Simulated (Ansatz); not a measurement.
TaGa3:
```
CELL_PARAMETERS angstrom
      4.03657     0.00000     0.00000
      0.00000     4.03657     0.00000
      0.00000     0.00000     4.03657
ATOMIC_POSITIONS crystal
  Ga 0.00000 0.50000 0.50000
  Ga 0.50000 0.50000 0.00000
  Ga 0.50000 0.00000 0.50000
  Ta 0.00000 0.00000 0.00000
```

Relaxed with PBE. Special points in fractions of this cell's reciprocal vectors: Γ (0.000, 0.000, 0.000); X (0.000, 0.500, 0.000); M (0.500, 0.500, 0.000); R (0.500, 0.500, 0.500).

Task: List the band energies nearest the Fermi level at these points for PBE in the plane-wave PAW code Ansatz.

Result: In eV from the Fermi level; about four levels below and three above (degenerate sets whole), none deeper than 8.9 eV; points with the same levels are listed once.

```json
[
 {"k": "Γ", "below": "-4.34 -4.34 -2.51 -2.51 -2.51", "above": "0.10 0.10 0.10"},
 {"k": "X", "below": "-3.06 -3.06 -2.97 -1.48", "above": "0.21 0.26 0.97 0.97"},
 {"k": "M", "below": "-7.05 -7.05 -5.99 -2.11 -2.11", "above": "0.54 0.55 0.82"},
 {"k": "R", "below": "-3.73 -3.73 -3.73 -0.11", "above": "1.17 1.17 3.30 3.30 3.30"}
]
```

Space group Pm-3m (Cu3Au type). The cell is a constructed one: a structure type filled with these elements; neither database checked (COD, Materials Project) lists it. COD files the formula under space group No. 139, so this cell is another polymorph or a model. Its standing as an ambient phase is unchecked. Symmetry was held in the PBE relaxation; whether a distortion lowers the energy is not shown. The run is not spin-polarised. Spin–orbit coupling is left out wherever it is not named.

Potentials: the earlier of the program's two PAW sets.
